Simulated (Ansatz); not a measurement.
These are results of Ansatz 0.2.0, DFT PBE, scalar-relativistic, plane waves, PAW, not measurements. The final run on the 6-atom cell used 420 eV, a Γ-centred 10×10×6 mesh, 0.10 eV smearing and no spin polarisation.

Formation energies are uncorrected and refer to the elements' standard structures at the same level.

Question: Suggest a trial structure for a tetragonal metal made of As, Ga, Sb and Sc, with a formation energy near −0.70 eV/atom and a density near 5.68 g/cm³, in a cell of 6 atoms. Its symmetry should be P-4m2 (No. 115).

Answer: Sc₂GaSbAs₂, space group P-4m2 (No. 115). Sc has 5 As at 2.74–2.80 Å, 2 Ga at 3.27 Å and 2 Sb at 3.27 Å; Ga has 4 Sb at 2.80 Å, 4 Sc at 3.27 Å and 4 As at 3.36 Å; Sb is surrounded by 4 Ga at 2.80 Å, 4 Sc at 3.27 Å and 4 As at 3.36 Å; As is surrounded by 5 Sc at 2.74–2.80 Å, 2 Ga at 3.36 Å and 2 Sb at 3.36 Å.

```
Sc Ga Sb As
1.0
     3.95839    0.00000    0.00000
     0.00000    3.95839    0.00000
     0.00000    0.00000    8.05145
Sc Ga Sb As
2 1 1 2
Direct
  0.50000 0.00000 0.32341
  0.00000 0.50000 0.67659
  0.00000 0.00000 0.00000
  0.50000 0.50000 0.00000
  0.50000 0.00000 0.66348
  0.00000 0.50000 0.33652
```

| Item | Value |
| --- | --- |
| Volume per atom | 21.03 Å³ |
| Density | 5.68 g/cm³ |
| Energy over the elements | −0.70 eV/atom |
| Gap on the 10×10×6 mesh of the 6-atom cell | 0 eV (a metal) |

The cell was found from a structure generator's guess, not taken from experiment. Other answers may fit too; this one was computed.

Spin–orbit coupling, which can matter for Sb, is left out. The reference form of As is held partly by dispersion forces, which this level lacks. Symmetry constrained the relaxation, so the result can be a saddle point.
